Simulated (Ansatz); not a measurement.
TiN (rock salt)

```
CELL_PARAMETERS angstrom
      0.00000     4.24692     4.24692
      2.12346     0.00000     2.12346
      2.12346     2.12346     0.00000
ATOMIC_POSITIONS crystal
  N  0.00000 0.00000 0.00000
  N  0.50000 0.00000 0.00000
  Ti 0.25000 0.50000 0.50000
  Ti 0.75000 0.50000 0.50000
```

Scan: atom 4 (Ti, nearest neighbour N at 2.123 Å; its periodic images, 3.0 Å or more away, move with it) is displaced along Cartesian z, direction (0.000, 0.000, 1.000) in Cartesian axes, by s. The other atoms stay.

Calculation: PBE (plane waves to 420 eV, PAW, scalar-relativistic; Ansatz, an electronic-structure program). k mesh 15×15×15 (Γ-centred), Fermi-Dirac smearing 0.05 eV. The energy includes the smearing's −TS. Left out: 4 of 11 points, with atoms too close for the PAW data. With partly filled bands, energies and forces of such displacements shift with the k mesh and the smearing. TiN is run without spin polarisation. TiN was relaxed with its symmetry unable to fall. ΔE is measured from the undisplaced structure. The last digit holds for this mesh only.

```
s (Å)   ΔE (meV/cell)
------  -------------
-0.384         1005.6
-0.256          367.7
-0.128           78.0
0.000             0.0
0.128            78.0
0.256           367.7
0.384          1005.6
```

Q: What force constant k = d²E/ds² at s = 0 does the table give?

A: 9.0 eV/Å². It is the second difference of the nearest points, corrected with the next pair.

Q: With k = 9.09 eV/Å² from the forces, is the well harmonic out to s = 0.384 Å?

A: ½ks² = 670 meV/cell against the computed 1006 meV/cell, so the well is stiffer than harmonic there.

(For displaced atoms, the force is minus the slope of the energy, and its curvature is a force constant, which sets phonon frequencies.)
